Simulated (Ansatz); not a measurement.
**Clamped-ion strain scan in Al**

Computed with Ansatz, DFT PBEsol, scalar-relativistic, plane waves, PAW. Cutoff 420 eV, Γ-centred 20×20×20 k-points, Gaussian smearing of 0.15 eV. No spin polarisation. Energies are free energies at this smearing, counted from the undisturbed cell; pressure is positive in compression.

The undisturbed cell (as given, not relaxed at this level; it stands at -1.9 GPa):

```xyz
1
Lattice="0.0000 2.0240 2.0240 2.0240 0.0000 2.0240 2.0240 2.0240 0.0000" Properties=species:S:1:pos:R:3 pbc="T T T"
Al    0.0000    0.0000    0.0000
```

The cell is strained by ε times the Voigt pattern (0, 0, 1, 0, 0, 0) (xx, yy, zz, yz, xz, xy; engineering shear) with fractional coordinates fixed. The cell is metallic on the mesh throughout.

```tsv
ε	ΔE (meV/atom)
-0.0600	10.3
-0.0450	2.3
-0.0300	-1.6
-0.0150	-2.0
0.0000	0.0
0.0150	3.9
0.0300	10.3
0.0450	18.7
0.0525	23.5
0.0600	28.7
```

Q: Predict the pressure (GPa) at each point.

A:
| ε | pressure (GPa) |
| --- | --- |
| -0.0600 | 3.6 |
| -0.0450 | 2.0 |
| -0.0300 | 0.5 |
| -0.0150 | -0.8 |
| 0.0000 | -1.9 |
| 0.0150 | -3.0 |
| 0.0300 | -3.9 |
| 0.0450 | -4.8 |
| 0.0525 | -5.1 |
| 0.0600 | -5.5 |